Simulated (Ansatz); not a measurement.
**Structure relaxation, Sn₂Pt**

The start is a generated cell, Sn2Pt built in the C15 structure type. Cell shape, volume and atoms are optimised at zero target pressure with PBE (plane waves to 420 eV, PAW, scalar-relativistic; Ansatz, a quantum-chemistry and plane-wave program). The first steps use a coarse 7×7×7 k-mesh.

Input geometry:
```
Sn2Pt
1.0
    0.00000     4.18898     4.18898
    4.18898     0.00000     4.18898
    4.18898     4.18898     0.00000
Sn Pt
4 2
Direct
  0.62500   0.62500   0.62500
  0.12500   0.62500   0.62500
  0.62500   0.12500   0.62500
  0.62500   0.62500   0.12500
  0.25000   0.25000   0.25000
  0.00000   0.00000   0.00000
```

Problem. How much energy is released per atom?

Solution. Under 0.01 eV/atom.

Problem. How does the volume change?

Solution. -0.7 %, from 24.50 to 24.34 Å³/atom.

Problem. How do the shortest distances between atoms change?

Solution. The closest pairs of elements (up to four, under 3.6 Å), start → end: Sn–Sn 2.96 → 2.96 Å; Pt–Sn 3.47 → 3.47 Å.

Problem. What band gap does the relaxed structure have at this level?

Solution. Zero (metallic).

The space group stays Fd-3m (No. 227) (the run could not lower it); the end is cubic Laves (MgCu2 type), with 6 atoms in the primitive cell. Final values are on a 10×10×10 k-mesh of the relaxed cell. No spin polarisation in the result.

The run could not lose the symmetry of its start: the end is stationary, and may be a saddle point rather than a minimum.

All atoms sit on sites fixed by symmetry, so only the cell could relax.

The relaxed structure here is a generated cell of Sn2Pt: the first start was made by placing the elements on the sites of a structure type, and the end was not matched to a known phase here, so it may be hypothetical.
